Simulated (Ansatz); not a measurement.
**Relaxing a structure of Al**

The start is a randomly generated symmetric cell of Al (space group No. 225). The structure is fully relaxed (lattice and positions, P = 0) with r2SCAN (plane waves to 500 eV, PAW, scalar-relativistic; Ansatz, an electronic-structure program). The first steps use a 13×13×13 k-mesh.

The start:
```
Al
1.0
    0.00000     3.14716     3.14716
    3.14716     0.00000     3.14716
    3.14716     3.14716     0.00000
Al
3
Cartesian
  1.57358   1.57358   1.57358
  4.72074   4.72074   4.72074
  3.14716   3.14716   3.14716
```

| Property | Value |
|---|---|
| Initial pressure | -3.6 GPa (negative: the cell is under tension) |
| Volume change | -5.7 %, from 20.78 to 19.60 Å³/atom |
| Shortest distances (start → end) | The closest pairs of elements (up to four, under 3.6 Å), start → end: Al–Al 2.73 → 2.67 Å |
| Optimiser moves | 3 |

Final structure:

```cif
data_Al12
_chemical_formula_sum 'Al12'
_space_group_name_H-M_alt 'Fm-3m'
_space_group_IT_number 225
_space_group_name_Hall '-F 4 2 3'
_cell_length_a 6.17243
_cell_length_b 6.17243
_cell_length_c 6.17243
_cell_angle_alpha 90.000
_cell_angle_beta 90.000
_cell_angle_gamma 90.000
loop_
_atom_site_label
_atom_site_type_symbol
_atom_site_symmetry_multiplicity
_atom_site_Wyckoff_symbol
_atom_site_fract_x
_atom_site_fract_y
_atom_site_fract_z
_atom_site_occupancy
Al1 Al 8 c 0.25000 0.25000 0.25000 1
Al2 Al 4 b 0.50000 0.50000 0.50000 1
```
(The calculation used a cell of 3 atoms; values per cell refer to that cell.)

No spin polarisation in the result.

The run could not lose the symmetry of its start, so the end can be a saddle point.

All atoms sit on sites fixed by symmetry, so only the cell could relax.

The relaxed structure here is a generated cell of Al: the first start was made by a random draw of sites in a space group, and the end was not matched to a known phase here, so it may be hypothetical. A known form of Al has the same space group but another cell.
